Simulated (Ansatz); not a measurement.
Relaxed-ion elastic tensor of TlBr (CsCl type, space group No. 221) in GPa (Voigt order), LDA in the plane-wave PAW code Ansatz; density 8.34 g/cm³, 28.30 Å³ per atom.

```
50.3  25.1  25.1   0.0   0.0   0.0
25.1  50.3  25.1   0.0   0.0   0.0
25.1  25.1  50.3   0.0   0.0   0.0
 0.0   0.0   0.0  13.5   0.0   0.0
 0.0   0.0   0.0   0.0  13.5   0.0
 0.0   0.0   0.0   0.0   0.0  13.5
```

Q: Is the crystal mechanically stable?

A: Yes: the smallest eigenvalue of C is 13.5 GPa.

Q: Work out the Voigt, Reuss and Hill averages.

A: K_V = 33.5, K_R = 33.5, K_H = 33.5; G_V = 13.1, G_R = 13.1, G_H = 13.1 GPa.

Q: Give Young's modulus, Poisson's ratio, Pugh's ratio and the universal anisotropy index.

A: E = 9KG/(3K + G) = 34.9 GPa; ν = 0.33; K/G = 2.55 (ductile by the Pugh limit of 1.75); A_U = 5G_V/G_R + K_V/K_R − 6 = 0.01.

Q: Estimate the sound speeds and the Debye temperature.

A: v_l = √((K + 4G/3)/ρ) = 2470 m/s, v_t = √(G/ρ) = 1250 m/s, mean 1410 m/s; Θ = (h/k)(3n/4πV)^(1/3) v_m = 137 K.

Q: Give the Zener ratio and Young's modulus along [100], [110] and [111].

A: A = 2C44/(C11 − C12) = 1.07; 1/E = S11 − 2(S11 − S12 − S44/2)Γ with Γ = 0, 1/4, 1/3 gives 33.6, 35.2, 35.7 GPa.

Space group Pm-3m (CsCl type). Symmetry was held in the LDA relaxation. Scalar-relativistic: spin–orbit coupling is off unless named, which matters more the heavier the elements.

Potentials: the later of the program's two PAW sets.
